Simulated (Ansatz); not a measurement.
LiF:
Space group Fm-3m (No. 225); a = b = c = 4.008 Å, α = β = γ = 90.00°

```json
[
 {"atom": "Li", "site": "4a", "symmetry": "m-3m", "x": "0.0000", "y": "0.0000", "z": "0.0000"},
 {"atom": "F", "site": "4b", "symmetry": "m-3m", "x": "0.5000", "y": "0.5000", "z": "0.5000"}
]
```
(The calculation used a cell of 2 atoms; values per cell refer to that cell.)

Relaxed with PBEsol. Independent-particle spectrum: no excitons, no local fields, no scissors shift; 0.1 eV broadening; ε₁ of the summed bands alone.

Problem. Tabulate the dielectric function from the program Ansatz at the PBEsol level (PAW).

Solution. 

```csv
E (eV),ε₁ xx,ε₂ xx
0.0,1.97,0.00
0.4,1.98,0.00
0.8,1.98,0.00
1.2,1.98,0.00
1.6,1.99,0.00
2.0,1.99,0.00
2.4,2.00,0.00
2.8,2.01,0.00
3.2,2.03,0.00
3.6,2.04,0.00
4.0,2.06,0.00
4.4,2.08,0.00
4.8,2.10,0.00
5.2,2.13,0.00
5.6,2.16,0.00
6.0,2.20,0.00
6.4,2.24,0.00
6.8,2.29,0.00
7.2,2.36,0.00
7.6,2.43,0.00
8.0,2.53,0.00
8.4,2.67,0.00
8.8,2.89,0.00
9.2,3.27,0.31
9.6,3.29,0.62
10.0,3.35,0.86
10.4,3.51,1.15
10.8,4.00,1.88
11.2,2.48,2.89
11.6,1.79,2.51
12.0,1.44,2.17
```

Problem. From ε at 9.6 eV (xx: 3.29 + 0.62i), find n, k, the normal reflectivity and the absorption coefficient.

Solution. n = 1.82, k = 0.170, R = 9 %, α = 2kE/ħc = 170000 cm⁻¹.

With all bands, ε∞ without local fields is 2.12. DFPT, with local fields, gives 2.09.

Symmetry was held in the PBEsol relaxation.

Potentials: the later of the program's two PAW sets.
